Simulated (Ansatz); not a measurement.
Rb$_{2}$NaSbF$_{6}$:
Space group Fm-3m (No. 225); a = b = c = 8.880 Å, α = β = γ = 90.00°

| atom | site | symmetry | x | y | z |
|---|---|---|---|---|---|
| Rb | 8c | -43m | 0.2500 | 0.2500 | 0.2500 |
| Na | 4b | m-3m | 0.5000 | 0.5000 | 0.5000 |
| Sb | 4a | m-3m | 0.0000 | 0.0000 | 0.0000 |
| F | 24e | 4m.m | 0.0000 | 0.0000 | 0.2466 |
(The calculation used a cell of 10 atoms; values per cell refer to that cell.)

Relaxed with r²SCAN. r²SCAN in the plane-wave PAW code Ansatz gives a gap of 4.57 eV.

Question: What gap does HSE06 give on the same cell (Ansatz, PAW)?

Answer: 5.41 eV, 0.84 eV more. The hybrid was solved on a coarser mesh and at special points; its gap is the smallest among all of these.

```tsv
k	v1 r²SCAN	c1 r²SCAN	v1 HSE06	c1 HSE06
Γ	-0.70	4.82	?	?
X	-0.03	5.00	?	?
L	-0.10	4.57	-0.10	5.41
W	0.00	5.19	?	?
K	-0.01	5.10	?	?
```

Question: Top valence (v1) and lowest conduction level (c1) in eV from each method's valence maximum (which need not be a listed point): supply the withheld HSE06 values.

Answer: 
- X, v1 HSE06: -0.03
- X, c1 HSE06: 5.86
- W, v1 HSE06: 0.00
- W, c1 HSE06: 6.07
- K, v1 HSE06: -0.01
- K, c1 HSE06: 5.96
- Γ, v1 HSE06: -0.71
- Γ, c1 HSE06: 5.68

Cost on shared cores: the r²SCAN run (SCF on a 6×6×6 mesh, then bands and DOS) about 2.9 core-minutes (a rough figure), the HSE06 run (SCF on 3×3×3, then a few points) around 5 core-minutes (rough); the tasks are unlike.

The workflow started from a Materials Project entry (that database holds measured and hypothetical structures alike); the Crystallography Open Database copy checked does not list it. Whether it is the stable phase at ambient conditions was not checked. The r²SCAN relaxation kept the symmetry of its start; its stability against distortions is not shown here. Scalar-relativistic: spin–orbit coupling is off unless named, which matters more the heavier the elements.

Potentials: the later of the program's two PAW sets.
